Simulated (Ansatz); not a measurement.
The end point of a relaxation of PbS. Space group Fm-3m (No. 225), rock salt type. Level of theory: r2SCAN (plane waves to 500 eV, PAW, scalar-relativistic; Ansatz, a quantum-chemistry and plane-wave program).

```cif
data_Pb4S4
_chemical_formula_sum 'Pb4 S4'
_space_group_name_H-M_alt 'Fm-3m'
_space_group_IT_number 225
_space_group_name_Hall '-F 4 2 3'
_cell_length_a 5.97484
_cell_length_b 5.97484
_cell_length_c 5.97484
_cell_angle_alpha 90.000
_cell_angle_beta 90.000
_cell_angle_gamma 90.000
loop_
_atom_site_label
_atom_site_type_symbol
_atom_site_symmetry_multiplicity
_atom_site_Wyckoff_symbol
_atom_site_fract_x
_atom_site_fract_y
_atom_site_fract_z
_atom_site_occupancy
Pb1 Pb 4 b 0.50000 0.50000 0.50000 1
S1 S 4 a 0.00000 0.00000 0.00000 1
```
(The calculation used a cell of 2 atoms; values per cell refer to that cell.)

```yaml
volume_per_atom: 26.66 Å³
band_gap: 0.70 eV, direct at k = (0, 0, -0.5) (no spin-orbit coupling)
shortest_distances: Pb–S 2.99 Å
k-mesh: 10×10×10
```

Band energies at high-symmetry points (eV from the VBM; labels of this space group; no spin-orbit coupling), from −5 eV up to 1.9 eV:

```json
[
 {"point": "Γ", "energies": "-2.20 -2.20 -2.20"},
 {"point": "X", "energies": "-3.45 -3.45"},
 {"point": "U", "energies": "-4.76 -2.95 -2.46"},
 {"point": "K", "energies": "-4.76 -2.95 -2.46"},
 {"point": "L", "energies": "-1.82 -1.82 0.00 0.70"},
 {"point": "W", "energies": "-4.41 -4.41 -1.05"}
]
```

No spin polarisation in the result. Without spin-orbit coupling the bands of the heavy element are not split, so the gap can be far off.

The run could not lose the symmetry of its start; a randomly shaken copy of 4 atoms returns to this structure.
